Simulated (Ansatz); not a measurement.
# Phonon dispersion of Ti$_{2}$SnS

Level of theory: Ansatz, DFT PBE, scalar-relativistic, plane waves, PAW. Cutoff 420 eV, 12×12×4 k-points (Γ-centred), Fermi-Dirac smearing of 0.15 eV. No spin polarisation. Phonons by linear response, acoustic sum rule imposed.

The cell, relaxed at this level:
```yaml
crystal:
  lattice:
    - [3.50597, 0.00000, 0.00000]
    - [-1.75298, 3.03626, 0.00000]
    - [0.00000, 0.00000, 13.46649]
  atoms:
    - { symbol: Ti, position: [0.66667, 0.33333, 0.90672] }
    - { symbol: Ti, position: [0.33333, 0.66667, 0.09328] }
    - { symbol: Ti, position: [0.33333, 0.66667, 0.40672] }
    - { symbol: Ti, position: [0.66667, 0.33333, 0.59328] }
    - { symbol: Sn, position: [0.66667, 0.33333, 0.25000] }
    - { symbol: Sn, position: [0.33333, 0.66667, 0.75000] }
    - { symbol: S, position: [0.00000, 0.00000, 0.00000] }
    - { symbol: S, position: [0.00000, 0.00000, 0.50000] }
```

The cell was found from a structure generator's guess, not taken from experiment. In a metal, frequencies and elastic constants depend on the k mesh and the smearing, soft modes and shear constants most. Spin–orbit coupling is left out, which matters for heavy elements. The q mesh is coarse, so values between its points are rough.

Force constants from linear response on a 2×2×1 q mesh.

Path: Γ–M–K–Γ–A–L–H–A | L–M | H–K. Only the points of the 2×2×1 mesh were computed; the rest is interpolation, which is rough on so few points. On the mesh no mode is imaginary. Distance along the path (Å⁻¹), then the branches (cm⁻¹, negative for imaginary):
```
0.000  0 0 0 77 77 97 97 117 117 120 125 204 210 210 216 216 242 262 371 374 396 396 398 398
0.259  38 50 62 68 79 94 102 118 120 136 143 182 213 214 217 232 241 258 369 372 394 395 397 398
0.517  64 67 82 92 96 112 118 126 144 146 147 182 216 216 220 236 237 250 364 368 388 390 401 401
0.776  80 84 85 100 114 129 141 147 148 148 180 200 207 213 221 224 227 240 362 366 383 387 406 407
1.035  83 86 93 106 110 135 141 155 162 169 199 203 206 207 211 213 222 233 362 366 381 386 409 410
1.184  82 86 98 105 110 132 139 161 162 163 195 199 211 212 214 215 223 232 361 365 382 387 408 409
1.333  80 90 103 103 112 128 134 150 164 171 191 193 215 217 218 223 224 230 360 364 386 390 404 406
1.483  82 88 104 106 114 128 130 138 169 180 186 188 218 220 221 226 227 228 360 362 391 394 400 402
1.632  86 86 103 107 115 128 132 132 178 178 185 185 218 222 222 227 228 228 359 361 396 396 398 398
1.931  75 87 102 103 119 122 135 136 153 174 184 189 217 220 221 224 229 235 360 363 389 392 401 403
2.229  61 83 85 96 99 115 127 127 147 151 158 177 219 219 222 235 236 245 363 366 389 391 400 401
2.528  44 57 64 69 81 95 103 118 122 138 148 178 214 214 218 234 241 257 368 371 394 394 398 398
2.827  0 0 0 77 77 97 97 117 117 120 125 204 210 210 216 216 242 262 371 374 396 396 398 398
2.885  12 12 16 74 74 99 99 108 116 116 137 202 210 210 216 216 244 262 371 374 396 396 398 398
2.943  24 24 31 67 67 93 103 103 115 115 150 195 211 211 215 215 247 260 371 373 397 397 398 398
3.002  36 36 47 57 57 78 107 107 113 113 163 186 212 212 214 214 251 258 372 373 397 397 397 397
3.060  47 47 47 47 62 62 111 111 111 111 175 175 213 213 213 213 255 255 372 372 397 397 397 397
3.319  48 48 57 57 93 93 112 112 115 115 169 169 215 215 220 220 252 252 370 370 395 395 398 398
3.578  74 74 74 74 108 108 123 123 141 141 167 167 216 216 228 228 245 245 366 366 389 389 401 401
3.836  82 82 90 90 125 125 144 144 146 146 189 189 210 210 223 223 234 234 364 364 385 385 406 406
4.095  84 84 99 99 119 119 158 158 159 159 203 203 203 203 213 213 228 228 364 364 383 383 409 409
4.244  85 85 100 100 119 119 150 150 165 165 197 197 210 210 214 214 229 229 363 363 385 385 408 408
4.394  85 85 102 102 119 119 142 142 170 170 192 192 215 215 218 218 230 230 362 362 388 388 405 405
4.543  85 85 104 104 121 121 135 135 174 174 188 188 220 220 222 222 229 229 361 361 392 392 401 401
4.692  85 85 105 105 122 122 133 133 176 176 186 186 222 222 223 223 228 228 360 360 396 396 398 398
4.991  80 80 103 103 125 125 131 131 165 165 187 187 218 218 222 222 234 234 362 362 390 390 402 402
5.290  72 72 87 87 110 110 131 131 143 143 171 171 218 218 227 227 242 242 365 365 390 390 400 400
5.588  51 51 61 61 96 96 113 113 119 119 168 168 216 216 222 222 252 252 370 370 394 394 398 398
5.887  47 47 47 47 62 62 111 111 111 111 175 175 213 213 213 213 255 255 372 372 397 397 397 397
5.916  84 85 98 100 118 121 157 157 159 161 202 203 203 204 213 214 227 229 364 364 383 384 409 409
5.974  84 85 96 102 114 125 152 156 160 165 201 203 204 205 212 214 225 231 363 365 382 385 409 409
6.033  83 86 94 104 112 130 147 155 161 167 200 203 205 206 211 214 223 232 362 366 381 386 409 409
6.091  83 86 93 106 110 134 142 155 162 169 199 203 206 207 211 213 222 233 362 366 381 386 409 410
6.120  85 85 105 105 122 122 133 133 176 176 186 186 222 222 223 223 228 228 360 360 396 396 398 398
6.179  86 86 104 105 120 124 133 133 176 176 185 185 221 222 222 224 228 228 360 361 396 396 398 398
6.237  86 86 103 106 117 126 132 132 177 177 185 185 220 222 222 226 228 228 360 361 396 396 398 398
6.295  86 86 103 107 116 128 132 132 178 178 185 185 219 222 222 227 228 228 360 361 396 396 398 398
6.354  86 86 103 107 115 128 132 132 178 178 185 185 218 222 222 227 228 228 359 361 396 396 398 398
```
